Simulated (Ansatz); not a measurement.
# TmF₄: from a guess to a relaxed structure

Method: DFT PBE, scalar-relativistic, plane waves, PAW, and for the lanthanide a 4f-in-core norm-conserving potential (Ansatz 0.2.0). Cutoff 690 eV, Gaussian smearing, Γ-centred meshes. Cell and atoms relax first on a coarse mesh and then on a finer one. In between, the cell is made exact in the group found at 0.06 Å. In metals the finer mesh still leaves noise of several meV/atom or more. The steps can't lower the symmetry of their start. No spin polarisation.

The cell of TmF₄ is invented: random cell by space group and Wyckoff sites (P6/mmm, No. 191). Lengths were set from tabulated atomic sizes, so they are only a guess.

Space group P6/mmm (No. 191). a = 3.655 Å, b = 3.655 Å, c = 6.235 Å, α = 90.00°, β = 90.00°, γ = 120.00°
| atom | site | symmetry | x | y | z |
| --- | --- | --- | --- | --- | --- |
| Tm | 1a | 6/mmm | 0.0000 | 0.0000 | 0.0000 |
| F | 4h | 3m. | 0.3333 | 0.6667 | 0.2314 |

The zero of energy is the elements' standard structures at the same level (F₂ as a molecule); no fitted shifts are applied.

Problem. Which structure results?

Solution. The symmetry stays P6/mmm (No. 191). The volume per atom grows by 10.3 %, from 14.4 to 15.9 Å³. The shortest distance goes from 2.11 Å (F–F) to 2.18 Å (F–F). The energy falls by about 0.26 eV/atom (the start's value is from the coarse mesh). Conventional cell: a = 3.781 Å, c = 6.426 Å. Tm has 12 F at 2.48 Å; F has 3 F at 2.18 Å, 1 F at 2.34 Å and 3 Tm at 2.48 Å.

```cif
data_structure
_symmetry_space_group_name_H-M 'P6/mmm'
_symmetry_Int_Tables_number 191
_cell_length_a 3.7809
_cell_length_b 3.7809
_cell_length_c 6.4262
_cell_angle_alpha 90.000
_cell_angle_beta 90.000
_cell_angle_gamma 120.000
_cell_volume 79.56
loop_
_atom_site_label
_atom_site_type_symbol
_atom_site_symmetry_multiplicity
_atom_site_Wyckoff_symbol
_atom_site_fract_x
_atom_site_fract_y
_atom_site_fract_z
_atom_site_occupancy
Tm1 Tm 1 a 0.00000 0.00000 0.00000 1
F1 F 4 h 0.33333 0.66667 0.18175 1
```

Problem. Give its energy and gap.

Solution. The formation energy is −2.67 eV/atom. The gap on the 12×12×6 mesh of the 5-atom cell is 0 eV (a metal).

The last run used Gaussian smearing of 0.10 eV. Weakly bound directions are ill-defined at this level, which has no dispersion term. An odd number of valence electrons (the lanthanide is held trivalent, its 4f shell in the core) allows no gap without spin; another valence of the lanthanide, a larger cell or a magnetic state could open one. The cell is a metal run without spin; a magnetic state may lie lower. A structure relaxed within its symmetry needn't be a true minimum. In all, the 3 runs took 4.8 min on 1 thread of Intel(R) Xeon(R) Processor @ 2.50GHz (Skylake/Cascade Lake) (shared host). Another cell of TmF4 relaxed alike, in Im-3m, lies 0.47 eV/atom lower, so this cell isn't the stable form at this level.

The lanthanide is trivalent by construction, without f bands, f moments or other valences. The reference runs of the other elements, and any phases without the lanthanide, used 420 eV, which shifts energies against them by under 10 meV/atom. The lanthanide's reference is the lowest of its hcp, dhcp and fcc cells.
